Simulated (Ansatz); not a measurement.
Bi2Te3:
```
Bi2Te3
1.0
    4.40792     0.00000     0.00000
   -2.20396     3.81737     0.00000
    0.00000     0.00000    11.01377
Bi Te
2 3
Direct
  0.33333   0.66667   0.18677
  0.66667   0.33333   0.81323
  0.00000   0.00000   0.00000
  0.33333   0.66667   0.65785
  0.66667   0.33333   0.34215
```

Relaxed with r²SCAN. Special points in fractions of this cell's reciprocal vectors: Γ (0.000, 0.000, 0.000); M (0.500, 0.000, 0.000); K (0.333, 0.333, 0.000); A (0.000, 0.000, 0.500); L (0.500, 0.000, 0.500); H (0.333, 0.333, 0.500).

Q: List the band energies nearest the valence-band maximum at these points for r²SCAN with spin–orbit coupling (plane waves, PAW; program Ansatz).

A: In eV from the valence-band maximum; about four levels below and three above (degenerate sets whole), none deeper than 8.9 eV; points with the same levels are listed once.

| k | below | above |
|---|---|---|
| Γ | -0.40 -0.40 0.00 0.00 | 0.07 0.07 1.10 1.10 |
| M | -0.99 -0.99 -0.64 -0.64 | 0.99 0.99 2.41 2.41 |
| K | -1.05 -1.05 -1.01 -1.01 | 1.34 1.34 2.29 2.29 |
| A | -0.47 -0.47 -0.21 -0.21 | 0.16 0.16 1.07 1.07 |
| L | -0.91 -0.91 -0.60 -0.60 | 0.95 0.95 2.02 2.02 |
| H | -0.45 -0.45 -0.45 -0.45 | 1.73 1.73 1.76 1.76 |

Space group P-3m1 (La2O3 or Ni2Al3 type). A made-up cell: these elements were put on the sites of a structure type; neither database checked (COD, Materials Project) lists it. It is not the phase usual at ambient conditions (space group No. 166). The r²SCAN relaxation kept the symmetry of its start; its stability against distortions is not shown here.

Potentials: the later of the program's two PAW sets.
